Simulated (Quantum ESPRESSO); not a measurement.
# Ti2NbO5F3: convergence and cost over cutoff and k mesh

Computed values, not a measurement. The program is pw.x of Quantum ESPRESSO 7.5 (plane-wave density functional theory). The cell is made up: 11 atoms on a fluorite lattice with one site empty, with randomly drawn elements, strain and displacements, not relaxed. PseudoDojo standard norm-conserving files (v0.5 for PBE, v0.4.1 for LDA and PBEsol) set the functional; there is no spin polarisation, spin-orbit coupling or dispersion term, and the masses in the input are unused placeholders.

Input of the run in row 4:

```
&control calculation='scf', pseudo_dir='./dojo.nc.sr.pbe.v0_5.standard.upf', outdir='./o', disk_io='medium', tprnfor=.true., tstress=.true. /
&system ibrav=0, nat=11, ntyp=4, nbnd=50, ecutwfc=84.00895049, nosym=.true., tot_charge=0,
 occupations='smearing', smearing='fd', degauss=0.0018374661
/
&electrons conv_thr=7.350e-09, electron_maxstep=60, /
ATOMIC_SPECIES
F 1.0 F.upf
Nb 1.0 Nb.upf
O 1.0 O.upf
Ti 1.0 Ti.upf
CELL_PARAMETERS angstrom
4.9077 -0.0116 0.0948
-0.0116 4.85 -0.0555
0.0948 -0.0555 5.0289
ATOMIC_POSITIONS angstrom
Ti 0.0713 2.5131 2.4192
Nb 2.4499 -0.0453 2.4376
Ti 2.5397 2.5038 0.0211
O 1.2798 1.1422 1.2242
O 1.3058 0.9646 3.7496
O 1.2835 3.448 1.2567
F 1.5204 3.5423 3.657
O 3.6964 1.2432 1.3524
F 3.6277 1.1911 3.8387
F 3.6433 3.5926 1.1109
O 3.829 3.5757 3.8625
K_POINTS automatic
5 5 4 1 1 1
```

The same cell was run at these settings. Meshes are shifted by half a step, and differences are from the last row, which is itself not exact.

| cutoff (eV) | k mesh | k points solved | threshold (eV) | free energy less the last row's (eV) | pressure (GPa) | largest stress difference (GPa) | largest force difference (eV/Å) | iterations | wall time (s) | k-point pools | processor |
| --- | --- | --- | --- | --- | --- | --- | --- | --- | --- | --- | --- |
| 800 | 2 x 2 x 2 | 4 | 1e-04 | 1.613 | -22.43 | 18.24 | 0.159 | 19 | 52 | 1 | AMD EPYC, Zen 5 class |
| 1143 | 1 x 1 x 1 | 1 | 1e-07 | -2.681 | -9.23 | 5.86 | 0.842 | 23 | 39 | 1 | AMD EPYC, Zen 5 class |
| 807 | 5 x 5 x 4 | 50 | 1e-07 | 1.642 | -20.73 | 16.51 | 0.059 | 23 | 597 | 1 | AMD EPYC, Zen 5 class |
| 1143 | 5 x 5 x 4 | 50 | 1e-07 | 0.002 | -4.28 | 0.05 | 0.004 | 25 | 1023 | 1 | AMD EPYC, Zen 5 class |
| 1467 | 7 x 7 x 6 | 147 | 1e-07 | 0.000 | -4.23 | 0.00 | 0.000 | 22 | 1629 | 4 | Intel Xeon, older |

Each pool is one process. Wall times include start-up and a band step at six k points, which weighs most on the coarsest meshes. The runs were on shared virtual cores whose load varied, so times are rough.